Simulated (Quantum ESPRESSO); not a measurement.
## Zn4ClS3 (input and log of a self-consistent run)

Computed values, not a measurement. The program is pw.x of Quantum ESPRESSO 7.5 (plane-wave density functional theory). The cell is made up: 8 atoms on a wurtzite lattice, with randomly drawn elements, strain and displacements, not relaxed. PseudoDojo standard norm-conserving files (v0.5 for PBE, v0.4.1 for LDA and PBEsol) set the functional; there is no spin polarisation, spin-orbit coupling or dispersion term, and the masses in the input are unused placeholders. A spin-polarised start on this cell or one of its family kept no moment.

Input:

```
&control calculation='scf', pseudo_dir='./dojo.nc.sr.pbe.v0_5.standard.upf', outdir='./o', disk_io='low', tprnfor=.true., tstress=.true. /
&system ibrav=0, nat=8, ntyp=3, nbnd=63, ecutwfc=84.00895049, nosym=.true., tot_charge=0,
 occupations='smearing', smearing='fd', degauss=0.0073498644
/
&electrons conv_thr=7.350e-09, electron_maxstep=60, /
ATOMIC_SPECIES
Cl 1.0 Cl.upf
S 1.0 S.upf
Zn 1.0 Zn.upf
CELL_PARAMETERS angstrom
3.8942 -0.006 -0.0208
-0.0103 6.6235 0.019
-0.034 0.018 6.4243
ATOMIC_POSITIONS angstrom
Zn 0.0355 -0.0679 -0.0326
Zn 1.9037 3.315 0.0382
Zn 1.9014 1.1224 3.2107
Zn -0.0401 4.4536 3.2063
Cl -0.0548 0.0188 2.4905
S 1.924 3.2644 2.416
S 1.9134 1.0914 5.6423
S -0.0553 4.4912 5.6636
K_POINTS automatic
7 6 6 1 1 1
```

The log is shortened where brackets say so; the opening notice, blank lines, dates and the lines on written files are dropped, and the path of the files is cut. It prints rydbergs, bohrs and kilobars, and counts compression as positive stress.

```
     Program PWSCF v.7.5
     Parallel version (MPI & OpenMP), running on       4 processor cores
     Number of MPI processes:                 4
     Threads/MPI process:                     1
     [start-up lines left out]
     bravais-lattice index     =            0
     lattice parameter (alat)  =       7.3591  a.u.
     unit-cell volume          =    1118.1792 (a.u.)^3
     number of atoms/cell      =            8
     number of atomic types    =            3
     number of electrons       =       105.00
     number of Kohn-Sham states=           63
     kinetic-energy cutoff     =      84.0090  Ry
     charge density cutoff     =     336.0358  Ry
     scf convergence threshold =      7.3E-09
     mixing beta               =       0.7000
     number of iterations used =            8  plain     mixing
     Exchange-correlation= PBE
                           (   1   4   3   4   0   0   0)
     [axes and pseudopotential details left out]
   Cartesian axes
     site n.     atom                  positions (alat units)
         1        Zn     tau(   1) = (   0.0091160  -0.0174359  -0.0083713  )
         2        Zn     tau(   2) = (   0.4888477   0.8512528   0.0098093  )
         3        Zn     tau(   3) = (   0.4882571   0.2882191   0.8244698  )
         4        Zn     tau(   4) = (  -0.0102972   1.1436319   0.8233400  )
         5        Cl     tau(   5) = (  -0.0140720   0.0048276   0.6395310  )
         6        S      tau(   6) = (   0.4940605   0.8382594   0.6204003  )
         7        S      tau(   7) = (   0.4913385   0.2802586   1.4488760  )
         8        S      tau(   8) = (  -0.0142004   1.1532871   1.4543456  )
     number of k points=   126  Fermi-Dirac smearing, width (Ry)=  0.0073
     Number of k-points >= 100: set verbosity='high' to print them.
     Dense  grid:   116363 G-vectors     FFT dimensions: (  45,  75,  72)
     Estimated max dynamical RAM per process >     626.52 MB
     Estimated total dynamical RAM >       2.36 GB
     Initial potential from superposition of free atoms
     starting charge     104.9994, renormalised to     105.0000
     Starting wfcs are   56 randomized atomic wfcs +    7 random wfcs
     total cpu time spent up to now is        9.8 secs
     per-process dynamical memory:   561.8 Mb
     Self-consistent Calculation
     iteration #  1     ecut=    84.01 Ry     beta= 0.70
     Davidson diagonalization with overlap
     ethr =  1.00E-02,  avg # of iterations =  5.5
     Threshold (ethr) on eigenvalues was too large:
     Diagonalizing with lowered threshold
     Davidson diagonalization with overlap
     ethr =  3.93E-04,  avg # of iterations =  3.0
     total cpu time spent up to now is       71.2 secs
     total energy              =   -1771.29707229 Ry
     estimated scf accuracy    <       0.40340951 Ry
     iteration #  2     ecut=    84.01 Ry     beta= 0.70
     Davidson diagonalization with overlap
     ethr =  3.84E-04,  avg # of iterations =  6.3
     total cpu time spent up to now is      107.4 secs
     total energy              =   -1771.39572653 Ry
     estimated scf accuracy    <       0.34399464 Ry
     iteration #  3     ecut=    84.01 Ry     beta= 0.70
     Davidson diagonalization with overlap
     ethr =  3.28E-04,  avg # of iterations =  2.6
     total cpu time spent up to now is      135.0 secs
     total energy              =   -1771.46728097 Ry
     estimated scf accuracy    <       0.01715256 Ry
     iteration #  4     ecut=    84.01 Ry     beta= 0.70
     Davidson diagonalization with overlap
     ethr =  1.63E-05,  avg # of iterations =  6.6
     total cpu time spent up to now is      170.1 secs
     total energy              =   -1771.47228809 Ry
     estimated scf accuracy    <       0.00333308 Ry
     iteration #  5     ecut=    84.01 Ry     beta= 0.70
     Davidson diagonalization with overlap
     ethr =  3.17E-06,  avg # of iterations =  7.1
     total cpu time spent up to now is      203.2 secs
     total energy              =   -1771.47284279 Ry
     estimated scf accuracy    <       0.00046296 Ry
     iteration #  6     ecut=    84.01 Ry     beta= 0.70
     Davidson diagonalization with overlap
     ethr =  4.41E-07,  avg # of iterations =  3.1
     total cpu time spent up to now is      233.0 secs
     total energy              =   -1771.47296450 Ry
     estimated scf accuracy    <       0.00008560 Ry
     iteration #  7     ecut=    84.01 Ry     beta= 0.70
     Davidson diagonalization with overlap
     ethr =  8.15E-08,  avg # of iterations =  2.2
     total cpu time spent up to now is      258.8 secs
     total energy              =   -1771.47298201 Ry
     estimated scf accuracy    <       0.00000345 Ry
     iteration #  8     ecut=    84.01 Ry     beta= 0.70
     Davidson diagonalization with overlap
     ethr =  3.29E-09,  avg # of iterations =  3.7
     total cpu time spent up to now is      288.9 secs
     total energy              =   -1771.47298310 Ry
     estimated scf accuracy    <       0.00000125 Ry
     iteration #  9     ecut=    84.01 Ry     beta= 0.70
     Davidson diagonalization with overlap
     ethr =  1.19E-09,  avg # of iterations =  2.6
     total cpu time spent up to now is      316.0 secs
     total energy              =   -1771.47298337 Ry
     estimated scf accuracy    <       0.00000009 Ry
     iteration # 10     ecut=    84.01 Ry     beta= 0.70
     Davidson diagonalization with overlap
     ethr =  8.15E-11,  avg # of iterations =  2.9
     total cpu time spent up to now is      345.2 secs
     total energy              =   -1771.47298339 Ry
     estimated scf accuracy    <       0.00000001 Ry
     iteration # 11     ecut=    84.01 Ry     beta= 0.70
     Davidson diagonalization with overlap
     ethr =  1.41E-11,  avg # of iterations =  2.3
     total cpu time spent up to now is      371.8 secs
     End of self-consistent calculation
     Number of k-points >= 100: set verbosity='high' to print the bands.
     the Fermi energy is     9.8099 ev
!    total energy              =   -1771.47298340 Ry
     estimated scf accuracy    <          8.3E-10 Ry
     smearing contrib. (-TS)   =      -0.00549959 Ry
     internal energy E=F+TS    =   -1771.46748381 Ry
     The total energy is F=E-TS. E is the sum of the following terms:
     one-electron contribution =   -1462.66737892 Ry
     hartree contribution      =     750.30717588 Ry
     xc contribution           =    -207.63453242 Ry
     ewald contribution        =    -851.47274835 Ry
     convergence has been achieved in  11 iterations
     Forces acting on atoms (cartesian axes, Ry/au):
     atom    1 type  3   force =    -0.00397162    0.03417595   -0.01262187
     atom    2 type  3   force =     0.00347658   -0.00114486   -0.00400529
     atom    3 type  3   force =    -0.00025629    0.01700967    0.03340188
     atom    4 type  3   force =     0.00361178   -0.04846437    0.01959512
     atom    5 type  1   force =     0.00028998    0.00528985   -0.02165633
     atom    6 type  2   force =    -0.00431479    0.02912116   -0.00337263
     atom    7 type  2   force =     0.00434362    0.00656840    0.00260296
     atom    8 type  2   force =    -0.00317926   -0.04255580   -0.01394385
     Total force =     0.094778     Total SCF correction =     0.000150
     Computing stress (Cartesian axis) and pressure
          total   stress  (Ry/bohr**3)                   (kbar)     P=       34.88
   0.00019618   0.00001144   0.00000546           28.86        1.68        0.80
   0.00001144   0.00041045   0.00000472            1.68       60.38        0.69
   0.00000546   0.00000472   0.00010480            0.80        0.69       15.42
     init_run     :      9.33s CPU      9.78s WALL (       1 calls)
     electrons    :    357.88s CPU    362.05s WALL (       1 calls)
     forces       :      4.04s CPU      4.08s WALL (       1 calls)
     stress       :     14.07s CPU     14.08s WALL (       1 calls)
     [timing details left out]
     PWSCF        :   6m25.50s CPU   6m30.34s WALL
     JOB DONE.
```

In other units: free energy -24102.118 eV for the cell, pressure 3.49 GPa, largest force component 1.246 eV/Å. A rerun of a related cell, with the same atoms placed differently, at 1437 eV and a 9 x 8 x 8 mesh moved values by no more than 0.004 eV in energy, 0.02 GPa in stress and 0.005 eV/Å in force.